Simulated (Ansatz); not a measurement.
Exchange in CsNiCl3 by functional

```
CELL_PARAMETERS angstrom
7.11850 0.00000 0.00000
-3.55925 6.16480 0.00000
0.00000 0.00000 5.90850
ATOMIC_POSITIONS crystal
Cs 0.33333 0.66667 0.75000
Cs 0.66667 0.33333 0.25000
Ni 0.00000 0.00000 0.00000
Ni 0.00000 0.00000 0.50000
Cl 0.15432 0.30864 0.25000
Cl 0.84568 0.15432 0.75000
Cl 0.69136 0.84568 0.25000
Cl 0.84568 0.69136 0.75000
Cl 0.15432 0.84568 0.25000
Cl 0.30864 0.15432 0.75000
```

The same starts (parallel, antiparallel patterns that fit this cell, and no moments) were run with plane-wave PAW DFT (Ansatz 0.2.0; atoms fixed, collinear spin, no spin-orbit coupling; 5×5×5 Γ-centred mesh, fermi-dirac occupations of width 0.050 eV) at these levels: r2SCAN, 500 eV; r2SCAN with U_eff = 2.5 eV on Ni d (all-electron-ortho-atomic projectors), 500 eV.

Problem. Which order does each level favour, and how strongly?

Solution. The runs give, at zero smearing:

```json
{"level": "r2SCAN", "lowest state": "antiparallel, compensated", "mean moment on Ni (μB)": "1.60", "parallel less best compensated antiparallel (meV per Ni)": "+4", "gain over no moments (meV per Ni)": "1428"}
{"level": "r2SCAN + U", "lowest state": "antiparallel, compensated", "mean moment on Ni (μB)": "1.67", "parallel less best compensated antiparallel (meV per Ni)": "+4", "gain over no moments (meV per Ni)": "2166"}
```

Site moments are taken in small spheres that don't touch (radius about 0.4 of the atom's shortest bond), so those of the magnetic atoms read low. The two orders aren't resolved at any level: the difference runs from +4 to +4 meV per Ni.

The cell is that of a Crystallography Open Database entry, unchanged.

Caveats: only orders that fit this cell were tried, so the true order may need a larger cell or canted moments; atoms and cell are held at the entry's values; differences under about 5 meV per magnetic atom weren't tested against a denser mesh or another U, and are taken as unresolved; the U is a value in common use, not computed for this crystal; the state without moments isn't the paramagnet, so the last column is no ordering energy, and a U inflates it.
